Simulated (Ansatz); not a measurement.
Here is the system:

Starting cell, C (diamond):

```xyz
4
Lattice="0.0000 3.5716 3.5716 1.7858 1.7858 3.5716 1.7858 1.7858 0.0000" Properties=species:S:1:pos:R:3 pbc="T T T"
C      1.7858     5.3574     5.3574
C      1.7858     3.5716     3.5716
C      2.6787     6.2502     6.2502
C      2.6787     4.4645     4.4645
```

A phonon eigenvector at X = (0.5, 0.5, 0.0) is frozen into this cell: atom i moves by Q times the vector below, so Q is the largest atomic displacement, in Å. The cell is held. It is one choice among 2 degenerate patterns. (q is in reciprocal vectors of the primitive cell; the cell shown is doubled to hold the pattern.)

```csv
atom,x,y,z
C1,-0.383,-0.924,0.000
C2,0.383,0.924,0.000
C3,-0.924,-0.383,0.000
C4,0.924,0.383,0.000
```

All values below come from PBE (plane waves to 420 eV, PAW, scalar-relativistic; Ansatz, a program for electronic structure). k mesh 16×16×16 (Γ-centred), Fermi-Dirac smearing 0.05 eV. E stands for the smeared free energy. C was relaxed with its symmetry unable to fall. ΔE is measured from the undisplaced structure.

The scan covers Q from -0.280 to 0.280 Å in 13 points.

Q: Is this a single well or a double well?

A: A single well with its minimum at or next to zero displacement.

Q: Which space group does the distorted structure have?

A: P2_12_12_1 (No. 19), lowered from Fd-3m.

Q: What is the energy change at Q = 0.280 Å?

A: 4119 meV/cell.

Q: What harmonic wavenumber does the curvature at Q = 0 give?

A: 781 cm⁻¹.

(A displaced cell: forces are minus the slopes of the energy, force constants its curvatures, and phonons follow from these.)
